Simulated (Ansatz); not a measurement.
input.yaml

```yaml
crystal:
  lattice:
    - [1.6479403071, -4.9372416495, 0.0]
    - [1.6479403071, 4.9372416495, 0.0]
    - [0.0, 0.0, 3.9448439611]
  atoms:
    - { symbol: P, position: [0.8905813663, 0.1094186337, 0.0646614101] }
    - { symbol: P, position: [0.6094186337, 0.3905813663, 0.5646614101] }
    - { symbol: P, position: [0.1094186337, 0.8905813663, 0.9353385899] }
    - { symbol: P, position: [0.3905813663, 0.6094186337, 0.4353385899] }
basis:
  ecutwfc: 420
kpoints:
  mp_grid: { grid: [14, 14, 10] }
hamiltonian:
  xc: pbe
  dispersion: d3bj
scf:
  occupations: { method: gaussian, width: 0.1 }
output:
  forces: true
  stress: true
  eigenvalues: true
relax:
  adjacent_minimum: "off"
  f_tol: 0.01
  max_steps: 30
  cell: { stress_tol: 0.1, fix: [volume] }
```

Launched with
```bash
ansatz run input.yaml --threads 1 --pin off --max-ram 2560MiB --backend cpu --events-out ev --progress --plain --runs-dir out
```

These are results of Ansatz 0.2.0, DFT PBE+D3(BJ), scalar-relativistic, plane waves, PAW, not measurements.

From the run's log, abridged (iterations and final results):

```
SCF iter   1: F=—  HF=-3024.093661 eV  |F-HF|=—  |Δ(HF+E_count)|=         —  Δρ=3.29e-3  dr2=7.05e-3  ethr=1.77e-3  ⟨swp⟩=7.1  Hψ=34860  notcnv=0
SCF iter   2: F=—  HF=-3024.092360 eV  |F-HF|=—  |Δ(HF+E_count)|=   1.30e-3  Δρ=1.97e-3  dr2=2.95e-3  ethr=3.52e-5  ⟨swp⟩=1.9  Hψ=9280  notcnv=0
SCF iter   3: F=—  HF=-3024.092006 eV  |F-HF|=—  |Δ(HF+E_count)|=   3.54e-4  Δρ=3.66e-4  dr2=8.06e-5  ethr=1.47e-5  ⟨swp⟩=2.0  Hψ=7136  notcnv=0
SCF iter   4: F=—  HF=-3024.091995 eV  |F-HF|=—  |Δ(HF+E_count)|=   1.18e-5  Δρ=1.26e-4  dr2=9.56e-6  ethr=4.03e-7  ⟨swp⟩=2.3  Hψ=7663  notcnv=0
SCF iter   5: F=—  HF=-3024.091997 eV  |F-HF|=—  |Δ(HF+E_count)|=   2.44e-6  Δρ=2.20e-5  dr2=6.88e-7  ethr=4.78e-8  ⟨swp⟩=2.1  Hψ=7947  notcnv=0
SCF iter   6: F=-3024.091997 eV  HF=-3024.091997 eV  |F-HF|=6.94e-8  |Δ(HF+E_count)|=   7.17e-8  Δρ=6.51e-6  dr2=9.20e-8  ethr=5.00e-10  ⟨swp⟩=7.9  Hψ=28018  notcnv=0
SCF 1 converged in 6 iterations: F = -3024.091997 eV  dr2 = 9.20e-8
relax step   1: F+E_penalty+E_count = -3024.09199696 eV  Δ(F+E_penalty+E_count) = +0.000e0 eV  max|allowed force component| = 2.204e-1 eV/Å  Δτ_max = 0.0000 Å  P = +5.260 GPa  Ω = 64.193 Å³  fix = [volume]  reactions: volume +5.260 GPa (6 SCF iters, dr2 threshold 1.00e-7 eV, accepted)
Basis set: ecut = 420 eV, 1269 PW (Γ), exchange–correlation on 72×72×54 points (8 copies of the dense FFT grid, shifted against one another)
Initial density: handed on by an earlier stage of this run
Initial wavefunctions: those handed on with the density
SCF iter   1: F=—  HF=-3024.102354 eV  |F-HF|=—  |Δ(HF+E_count)|=         —  Δρ=1.28e-3  dr2=1.01e-3  ethr=4.31e-6  ⟨swp⟩=3.1  Hψ=38338  notcnv=0
SCF iter   2: F=—  HF=-3024.102209 eV  |F-HF|=—  |Δ(HF+E_count)|=   1.45e-4  Δρ=7.36e-4  dr2=3.37e-4  ethr=4.31e-6  ⟨swp⟩=1.7  Hψ=5612  notcnv=0
SCF iter   3: F=—  HF=-3024.102134 eV  |F-HF|=—  |Δ(HF+E_count)|=   7.53e-5  Δρ=7.04e-5  dr2=4.14e-6  ethr=1.69e-6  ⟨swp⟩=2.4  Hψ=7981  notcnv=0
SCF iter   4: F=-3024.102134 eV  HF=-3024.102134 eV  |F-HF|=6.62e-8  |Δ(HF+E_count)|=   8.51e-8  Δρ=1.96e-5  dr2=1.33e-7  ethr=2.00e-9  ⟨swp⟩=9.1  Hψ=29182  notcnv=0
SCF 2 converged in 4 iterations: F = -3024.102134 eV  dr2 = 1.33e-7
relax step   2: F+E_penalty+E_count = -3024.10213394 eV  Δ(F+E_penalty+E_count) = -1.014e-2 eV  max|allowed force component| = 1.401e-1 eV/Å  Δτ_max = 0.0127 Å  P = +4.099 GPa  Ω = 64.193 Å³  energy of the carried Pulay correction = -9.660e-18 eV  fix = [volume]  reactions: volume +4.099 GPa (4 SCF iters, dr2 threshold 4.00e-7 eV, accepted)
SCF iter   1: F=—  HF=-3024.107868 eV  |F-HF|=—  |Δ(HF+E_count)|=         —  Δρ=1.51e-3  dr2=1.16e-3  ethr=5.80e-6  ⟨swp⟩=2.1  Hψ=38307  notcnv=0
SCF iter   2: F=—  HF=-3024.107682 eV  |F-HF|=—  |Δ(HF+E_count)|=   1.86e-4  Δρ=8.93e-4  dr2=4.27e-4  ethr=5.80e-6  ⟨swp⟩=1.1  Hψ=4821  notcnv=0
SCF iter   3: F=—  HF=-3024.107585 eV  |F-HF|=—  |Δ(HF+E_count)|=   9.65e-5  Δρ=8.80e-5  dr2=3.54e-6  ethr=2.14e-6  ⟨swp⟩=2.6  Hψ=8418  notcnv=0
SCF iter   4: F=—  HF=-3024.107580 eV  |F-HF|=—  |Δ(HF+E_count)|=   5.47e-6  Δρ=1.62e-5  dr2=1.97e-7  ethr=2.00e-9  ⟨swp⟩=8.2  Hψ=27832  notcnv=0
SCF iter   5: F=-3024.107580 eV  HF=-3024.107580 eV  |F-HF|=3.74e-10  |Δ(HF+E_count)|=   8.14e-8  Δρ=3.22e-6  dr2=8.79e-9  ethr=9.87e-10  ⟨swp⟩=2.2  Hψ=18202  notcnv=0
SCF 3 converged in 5 iterations: F = -3024.107580 eV  dr2 = 8.79e-9
relax step   3: F+E_penalty+E_count = -3024.10758002 eV  Δ(F+E_penalty+E_count) = -5.446e-3 eV  max|allowed force component| = 2.581e-2 eV/Å  Δτ_max = 0.0129 Å  P = +3.018 GPa  Ω = 64.193 Å³  energy of the carried Pulay correction = +3.864e-18 eV  fix = [volume]  reactions: volume +3.018 GPa (5 SCF iters, dr2 threshold 4.00e-7 eV, accepted)
Basis set: ecut = 420 eV, 1277 PW (Γ), exchange–correlation on 72×72×54 points (8 copies of the dense FFT grid, shifted against one another)
SCF iter   1: F=—  HF=-3024.107567 eV  |F-HF|=—  |Δ(HF+E_count)|=         —  Δρ=1.01e-3  dr2=6.88e-4  ethr=3.45e-6  ⟨swp⟩=2.4  Hψ=38715  notcnv=0
SCF iter   2: F=—  HF=-3024.107473 eV  |F-HF|=—  |Δ(HF+E_count)|=   9.36e-5  Δρ=6.12e-4  dr2=2.57e-4  ethr=3.44e-6  ⟨swp⟩=1.1  Hψ=4820  notcnv=0
SCF iter   3: F=—  HF=-3024.107424 eV  |F-HF|=—  |Δ(HF+E_count)|=   4.87e-5  Δρ=8.04e-5  dr2=2.75e-6  ethr=1.28e-6  ⟨swp⟩=2.4  Hψ=7780  notcnv=0
SCF iter   4: F=—  HF=-3024.107425 eV  |F-HF|=—  |Δ(HF+E_count)|=   1.12e-6  Δρ=1.74e-5  dr2=3.53e-7  ethr=1.64e-9  ⟨swp⟩=8.5  Hψ=28303  notcnv=0
SCF iter   5: F=-3024.107425 eV  HF=-3024.107425 eV  |F-HF|=5.79e-10  |Δ(HF+E_count)|=   8.82e-8  Δρ=3.61e-6  dr2=9.93e-9  ethr=1.64e-9  ⟨swp⟩=4.3  Hψ=16344  notcnv=0
SCF 4 converged in 5 iterations: F = -3024.107425 eV  dr2 = 9.93e-9
relax step   4: F+E_penalty+E_count = -3024.10742530 eV  Δ(F+E_penalty+E_count) = +1.547e-4 eV  max|allowed force component| = 7.489e-2 eV/Å  Δτ_max = 0.0023 Å  P = +2.841 GPa  Ω = 64.193 Å³  fix = [volume]  (5 SCF iters, dr2 threshold 3.27e-7 eV, rejected (line search))
SCF iter   1: F=—  HF=-3024.108531 eV  |F-HF|=—  |Δ(HF+E_count)|=         —  Δρ=5.60e-4  dr2=2.04e-4  ethr=9.41e-7  ⟨swp⟩=3.1  Hψ=38198  notcnv=0
SCF iter   2: F=—  HF=-3024.108505 eV  |F-HF|=—  |Δ(HF+E_count)|=   2.64e-5  Δρ=3.34e-4  dr2=7.30e-5  ethr=9.41e-7  ⟨swp⟩=1.2  Hψ=4992  notcnv=0
SCF iter   3: F=—  HF=-3024.108486 eV  |F-HF|=—  |Δ(HF+E_count)|=   1.91e-5  Δρ=3.80e-5  dr2=6.35e-7  ethr=3.65e-7  ⟨swp⟩=2.5  Hψ=7867  notcnv=0
SCF iter   4: F=—  HF=-3024.108486 eV  |F-HF|=—  |Δ(HF+E_count)|=   2.12e-8  Δρ=4.45e-6  dr2=9.83e-9  ethr=3.17e-9  ⟨swp⟩=2.5  Hψ=8276  notcnv=0
SCF iter   5: F=—  HF=-3024.108486 eV  |F-HF|=—  |Δ(HF+E_count)|=   7.48e-9  Δρ=9.77e-7  dr2=5.86e-10  ethr=4.91e-11  ⟨swp⟩=2.6  Hψ=8369  notcnv=0
SCF iter   6: F=-3024.108486 eV  HF=-3024.108486 eV  |F-HF|=2.73e-12  |Δ(HF+E_count)|=  3.75e-10  Δρ=1.47e-7  dr2=2.68e-11  ethr=1.00e-12  ⟨swp⟩=6.7  Hψ=24846  notcnv=0
SCF 5 converged in 6 iterations: F = -3024.108486 eV  dr2 = 2.68e-11
relax step   5: F+E_penalty+E_count = -3024.10848559 eV  Δ(F+E_penalty+E_count) = -9.056e-4 eV  max|allowed force component| = 7.906e-3 eV/Å  Δτ_max = 0.0032 Å  P = +2.875 GPa  Ω = 64.193 Å³  energy of the carried Pulay correction = -1.932e-18 eV  fix = [volume]  reactions: volume +2.875 GPa (6 SCF iters, accepted)
Initial wavefunctions: pseudopotential atomic-orbital guess (no wavefunctions were taken with the density)
SCF iter   1: F=—  HF=-3024.108558 eV  |F-HF|=—  |Δ(HF+E_count)|=         —  Δρ=1.87e-5  dr2=1.92e-8  ethr=3.56e-7  ⟨swp⟩=3.6  Hψ=49336  notcnv=0
SCF iter   2: F=—  HF=-3024.108552 eV  |F-HF|=—  |Δ(HF+E_count)|=   6.57e-6  Δρ=9.95e-6  dr2=5.52e-9  ethr=9.60e-11  ⟨swp⟩=3.5  Hψ=10071  notcnv=0
SCF iter   3: F=-3024.108552 eV  HF=-3024.108552 eV  |F-HF|=3.27e-11  |Δ(HF+E_count)|=   8.24e-8  Δρ=4.23e-7  dr2=4.12e-11  ethr=1.00e-12  ⟨swp⟩=6.3  Hψ=30110  notcnv=0
SCF 6 converged in 3 iterations: F = -3024.108552 eV  dr2 = 4.12e-11
SCF converged after 3 iterations
Free energy (F): -3024.108552 eV
Harris-Foulkes:  -3024.108552 eV  (|F-HF|=3.27e-11)
Internal energy: -3024.106188 eV  (E = F + TS)
E sigma→0 (E₀):  -3024.107370 eV
Entropy (-TS):   -0.002364 eV (-0.591 meV/atom)
Fermi energy:    9.767803 eV
--- Per-component energies (eV) ---
  E_band       = 58.138403
  E_kinetic    = 285.117079
  E_local      = -171.196705  (includes V_loc(G=0)·N_el)
  E_nonlocal   = 135.768975
  E_hartree    = 42.029715
  E_xc         = -247.631063
  E_vxc        = -245.474303  (∫ρ·V_xc dr)
  E_paw        = -2277.351595  (= ΣΔE_a)
  E_vpaw       = -30.136076  (= ΣTr[D̂ρ^β])
  E_aug_tail   = 0.000013  (compensation charges beyond the density's cutoff)
  E_ewald      = -789.088087
  E_disp       = -1.754519  (pairwise vdW)
  E_smearing   = -0.002364  (= −TS)
--- Forces (eV/Å), atoms counted from 1 ---
  atom   1  P      0.00000000    -0.00561125    -0.00790326
  atom   2  P      0.00000000     0.00561125    -0.00790326
  atom   3  P      0.00000000     0.00561125     0.00790326
  atom   4  P      0.00000000    -0.00561125     0.00790326
--- Stress (GPa, compression-positive) ---
        2.957668       0.000000       0.000000
        0.000000       2.862565       0.000000
        0.000000       0.000000       2.808195
  P = ⅓ Tr σ = 2.8761 GPa (28.761 kbar)
--- Band table (eV; the first three rows and the last of 342) ---
  k-point 0: bands = ["-6.6525", "-2.8059", "1.1797", "1.9070", "4.3595", "5.3900", "6.1245", "6.7332", "6.9684", "8.5160", "11.0735", "11.3909", "11.5825", "13.8349"]
  k-point 1: bands = ["-6.5703", "-2.8305", "0.8151", "1.9756", "4.8221", "5.2139", "5.4560", "6.7683", "7.8260", "8.1648", "10.9052", "11.6238", "12.0549", "13.3092"]
  k-point 2: bands = ["-6.3258", "-2.9736", "0.2335", "2.1520", "4.0667", "5.6436", "5.6486", "6.8544", "7.4828", "8.8419", "11.1854", "11.5487", "12.3827", "12.9147"]
  k-point 341: bands = ["-4.4431", "-4.4431", "-0.7065", "-0.7065", "6.5187", "6.5187", "7.4704", "7.4704", "8.8352", "8.8352", "10.8662", "10.8662", "12.0620", "12.0620"]
--- Relaxed structure (5 steps of the walk, 4 accepted, 1 SCFs on fresh bases) ---
  F+E_penalty+E_count = -3024.10855197 eV   max|allowed force component| = 7.903e-3 eV/Å   (the final SCF, on the basis selected at the relaxed cell)
  cell:  # Å, volume = 64.1927 Å³
    - [1.67056243, -4.95267872, 0.0]
    - [1.67056243, 4.95267872, 0.0]
    - [0.0, 0.0, 3.87929514]
  atoms:
    - { symbol: P, position: [0.88928016, 0.11071983, 0.05987748] }
    - { symbol: P, position: [0.61071983, 0.38928016, 0.55987748] }
    - { symbol: P, position: [0.11071983, 0.88928016, 0.94012251] }
    - { symbol: P, position: [0.38928016, 0.61071983, 0.44012251] }
```

The relaxation met its thresholds.

It took 120 s on 1 thread of AMD EPYC 7R43 64-Core Processor (Zen 3), on a shared host, peak memory 0.62 GiB.